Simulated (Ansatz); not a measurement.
Relaxed Ta (bcc, W type):

```yaml
crystal:
  lattice:
    - [-3.31974, 3.31974, 3.31974]
    - [1.65987, -1.65987, 1.65987]
    - [1.65987, 1.65987, -1.65987]
  atoms:
    - { symbol: Ta, position: [0.00000, 0.00000, 0.00000] }
    - { symbol: Ta, position: [0.50000, 0.00000, 0.00000] }
```

A phonon eigenvector at N = (0.5, 0.0, 0.0) is frozen into this cell: atom i moves by Q times the vector below, so Q is the largest atomic displacement, in Å. The cell is held. (q is in reciprocal vectors of the primitive cell; the cell shown is doubled to hold the pattern.)

```tsv
atom	x	y	z
Ta1	1.000	0.000	0.000
Ta2	-1.000	0.000	0.000
```

Computed with PBE (plane waves to 420 eV, PAW, scalar-relativistic; Ansatz, a first-principles code). k mesh 10×20×20 (Γ-centred), Fermi-Dirac smearing 0.05 eV. Energies are smeared free energies. With partly filled bands, energies and forces of such displacements shift with the k mesh and the smearing. Spin-orbit coupling is left out, though Ta is heavy. Ta is run without spin polarisation. Ta was relaxed with its symmetry unable to fall. The PAW data are Ansatz's earlier set. ΔE is measured from the undisplaced structure. The last digit holds for this mesh only.

| Q (Å) | ΔE (meV/cell) |
|---|---|
| -0.1000 | 132.1 |
| -0.0833 | withheld |
| -0.0667 | 60.8 |
| -0.0500 | 34.7 |
| -0.0333 | 15.6 |
| -0.0167 | 3.9 |
| 0.0000 | 0.0 |
| 0.0167 | 3.9 |
| 0.0333 | 15.6 |
| 0.0500 | 34.7 |
| 0.0667 | 60.8 |
| 0.0833 | withheld |
| 0.1000 | 132.1 |

Question: Fit an even polynomial form (powers 2, 4) to the given rows and predict ΔE at Q = -0.0833.

Answer: Least squares on the 11 given rows: ΔE = (14070)·Q² + (-86040)·Q⁴, in meV/cell with Q in Å; root-mean-square residual 0.07 meV/cell. At -0.0833 the fit gives 93.5 meV/cell; the calculation gives 93.4 meV/cell, so the interpolation is off by 0.1 (+0.1 %). The quadratic term alone would give 97.6 meV/cell.

(A displaced cell: forces are minus the slopes of the energy, force constants its curvatures, and phonons follow from these.)
